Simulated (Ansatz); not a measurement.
Property card for WO₃

WO$_{3}$:
```xyz
16
Lattice="5.2492 0.0000 0.0000 0.0000 5.2492 0.0000 0.0000 0.0000 7.8700" Properties=species:S:1:pos:R:3 pbc="T T T"
W      0.0000     2.6246     1.7080
W      2.6246     0.0000     2.2270
W      2.6246     0.0000     6.1621
W      0.0000     2.6246     5.6430
O      1.5216     1.5216     5.9025
O      1.1030     4.1462     5.9025
O      3.7275     3.7275     5.9025
O      4.1462     1.1030     5.9025
O      1.1030     1.1030     1.9675
O      1.5216     3.7275     1.9675
O      4.1462     4.1462     1.9675
O      3.7275     1.5216     1.9675
O      0.0000     2.6246     7.8236
O      2.6246     0.0000     3.9814
O      2.6246     0.0000     0.0464
O      0.0000     2.6246     3.8886
```

Space group P4/ncc (No. 130); conventional cell a = b = 5.249 Å, c = 7.870 Å, α = β = γ = 90.00°.

Method: the program Ansatz at the PBEsol level (PAW). The cell and atoms are relaxed at this level. Other levels are named where they apply.

**Cell and energy**

```
Quantity                                                       Result
-----------------------------------------------------  --------------
Volume per atom                                              13.55 Å³
Density                                                    7.10 g/cm³
Formation energy from the elements (no fitted shifts)  -2154 meV/atom
```

**Electronic structure**

```
Property                                                                                                  Value
------------------------------------------------  -------------------------------------------------------------
Band gap                                                                                     1.04 eV (indirect)
Valence-band maximum                                                    on the M–Γ line, 40 % of the way from M
Conduction-band minimum                           on the Γ–Z line, 5 % of the way from Γ (2 equivalent valleys)
Smallest direct gap on the standard path                                                                1.07 eV
Electron effective mass with spin–orbit coupling                           0.18, 0.18, 11 mₑ (principal values)
HSE06 gap on the PBEsol cell                                                                            2.25 eV
Gap with spin–orbit coupling                                                                            0.99 eV
```

**Charges**

```
Item                                Result
-------------  ---------------------------
Bader charges  W +3.04, O -1.04 to -0.96 e
```

The first step of the workflow began from a Materials Project structure, measured or hypothetical; the Crystallography Open Database files this formula in space group No. 130, but the cells were not matched. Whether it is the stable phase at ambient conditions was not checked. The PBEsol relaxation kept the symmetry of its start; its stability against distortions is not shown here. No spin polarisation was allowed. No Hubbard U is applied. The references are the lowest solids computed at this level, not always the standard phases (solids in place of the gases). Spin–orbit coupling is left out wherever it is not named.

Potentials: the later of the program's two PAW sets.
